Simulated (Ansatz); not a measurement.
# BiAu: levels along high-symmetry lines

```xyz
2
Lattice="0.0000 3.2284 3.2284 3.2284 0.0000 3.2284 3.2284 3.2284 0.0000" Properties=species:S:1:pos:R:3 pbc="T T T"
Au    0.0000    0.0000    0.0000
Bi    1.6142    1.6142    1.6142
```

Atom numbers follow the list: Au1, Bi2.

The structure comes from a relaxation in the same program, started in the zincblende type, and has space group F-43m. Whether it is a known phase or the ground state wasn't checked.

The calculation used Ansatz 0.2.0, DFT, PBE, all-electron LAPW, Dirac equation with spin-orbit coupling.

Settings: a Γ-centred 11×11×11 k mesh, Fermi–Dirac smearing of 0.05 eV, basis error target 1 meV/atom, no spin polarisation.

Points in fractions of the reciprocal vectors of this cell: Γ (0, 0, 0), X (-0.5, -0.5, 0), U (-0.375, -0.375, 0.25), K (-0.375, 0, 0.375), L (0, 0, 0.5), W (-0.5, -0.25, 0.25). The path joins them by straight lines in the order Γ–X–U–K–Γ–L–W–X; legs that retrace an earlier one aren't tabulated. Energies are in eV from the Fermi level.

(1) Is there a gap?

(2) List the levels between -14 and 8 eV at the symmetry points.

Answers

(1) none: bands cross the Fermi level, a metal.

(2) 
Γ: -11.33 (×2), -5.21 (×4), -4.60 (×2), -3.54 (×4), 0.76 (×2), 1.21 (×2), 3.30 (×4), 4.81 (×2), 5.94 (×4), 6.84 (×2)
X: -10.39 (×2), -5.26 (×2), -4.71 (×2), -4.69 (×2), -3.43 (×2), -3.10 (×2), -3.04 (×2), -1.12 (×2), -0.41 (×2), 3.50 (×2), 3.63 (×2)
U: -10.43, -10.40, -5.19, -5.01, -4.89, -4.74, -4.55, -4.45, -3.62, -3.60, -3.35, -3.30, -3.08, -2.82, -1.68, -1.35, -0.19, -0.10, 3.70, 3.78, 5.50, 5.92
K: -10.43, -10.40, -5.19, -5.01, -4.89, -4.74, -4.55, -4.45, -3.62, -3.60, -3.35, -3.30, -3.08, -2.82, -1.68, -1.35, -0.19, -0.10, 3.70, 3.78, 5.50, 5.92
L: -10.64 (×2), -5.16 (×2), -4.76 (×2), -4.49 (×2), -3.99 (×2), -3.36 (×2), -3.10 (×2), 0.42 (×2), 1.73 (×2), 2.18 (×2), 6.29 (×2), 6.70 (×2), 7.34 (×2)
W: -10.41, -10.37, -5.09, -4.99, -4.89, -4.70, -4.61, -4.40, -3.86, -3.57, -3.34, -3.25, -2.91, -2.84, -1.68, -1.21, -0.92, -0.65, 4.82, 5.94, 6.02, 6.14, 6.35, 6.55, 7.23, 7.29
